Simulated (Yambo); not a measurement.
CdS (zinc blende, space group F-43m, No. 216), G0W0@PBE in Yambo with this input:

```
rim_cut
gw0
dyson
el_el_corr
HF_and_locXC
ppa
em1d
RandQpts= 1000000
RandGvec= 1 Ry
EXXRLvcs= 102 Ry
VXCRLvcs= 408 Ry
Chimod= "HARTREE"
% BndsRnXp
 5 | 118 |
%
NGsBlkXp= 10 Ry
% LongDrXp
 1.0 | 1.0 | 1.0 |
%
PPAPntXp= 27.2114 eV
% GbndRnge
 1 | 118 |
%
GTermKind= "BG"
DysSolver= "n"
ExtendOut
```

On a 4×4×4 mesh, with wavefunctions cut at 102 Ry, the gap (Γ → Γ) is 2.108 eV and the valence edge shifts by -0.860 eV.

What happens with this change: 4 Ry block?

The gap falls by 0.090 eV, to 2.018 eV; the shift of the valence edge becomes -0.670 eV. Neither run is shown to be the converged limit.

Spin-orbit coupling is not included.

Geometry of the Materials Project entry, not relaxed at this level; primitive cell a = 4.1620 Å, b = 4.1620 Å, c = 4.1620 Å, α = 60.00°, β = 60.00°, γ = 60.00°.

A shift is the quasiparticle energy of the state minus its PBE energy.
